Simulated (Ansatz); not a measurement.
TiAl (CuAu type, space group P4/mmm)

```xyz
2
Lattice="2.8129 0.0000 0.0000 0.0000 2.8129 0.0000 0.0000 0.0000 4.0584" Properties=species:S:1:pos:R:3 pbc="T T T"
Al     1.4065     1.4065     2.0292
Ti     0.0000     0.0000     0.0000
```

The slice is a (010) plane (indices of the conventional cell) through the point (0.000, 0.000, 0.000) (fractional), spanned by u = [100] and v = [001] in vectors of this cell: u (2.81 Å) and v (4.06 Å, at 90° to u). It covers one period; positions are fractions (u, v).

Level of theory: r2SCAN (plane waves to 500 eV, PAW, scalar-relativistic; Ansatz, a first-principles code). k mesh 16×16×12. Inside the PAW spheres the values are not all-electron values, and peaks at nuclei hang on which shells count as valence. TiAl is run without spin polarisation. TiAl was relaxed with its symmetry unable to fall.

What is the ELF at the midpoint of the shortest Ti–Ti line in this plane (2.81 Å)?

0.3.

What is the valence density on the shortest Ti–Ti line in this plane (2.81 Å), at its midpoint?

0.24 e/Å³.

Sketch the electron localisation function (ELF) on this plane as a map.


```tsv
v \ u	0.00	0.11	0.21	0.32	0.42	0.53	0.63	0.74	0.84	0.95
0.93	x	x	0.66	0.30	0.25	0.34	0.20	0.52	0.66	x
0.86	0.66	0.63	0.39	0.16	0.33	0.43	0.21	0.23	0.55	0.66
0.79	0.27	0.19	0.10	0.20	0.49	0.56	0.35	0.12	0.13	0.25
0.71	0.06	0.08	0.17	0.42	0.61	0.65	0.54	0.28	0.11	0.07
0.64	0.19	0.24	0.39	0.56	0.67	0.69	0.62	0.48	0.30	0.20
0.57	0.35	0.39	0.49	0.60	0.68	0.70	0.65	0.55	0.43	0.36
0.50	0.39	0.42	0.51	0.61	0.68	0.70	0.65	0.56	0.46	0.39
0.43	0.35	0.39	0.49	0.60	0.68	0.70	0.65	0.55	0.43	0.36
0.36	0.19	0.24	0.39	0.56	0.67	0.69	0.62	0.48	0.30	0.20
0.29	0.06	0.08	0.17	0.42	0.61	0.65	0.54	0.28	0.11	0.07
0.21	0.27	0.19	0.10	0.20	0.49	0.56	0.35	0.12	0.13	0.25
0.14	0.66	0.63	0.39	0.16	0.33	0.43	0.21	0.23	0.55	0.66
0.07	x	x	0.66	0.30	0.25	0.34	0.20	0.52	0.66	x
0.00	x	x	0.70	0.39	0.23	0.31	0.23	0.62	x	x
```

Values: electron localisation function (ELF). Points within 0.5 Å of a nucleus are blanked (x), as the pseudised field means little there.
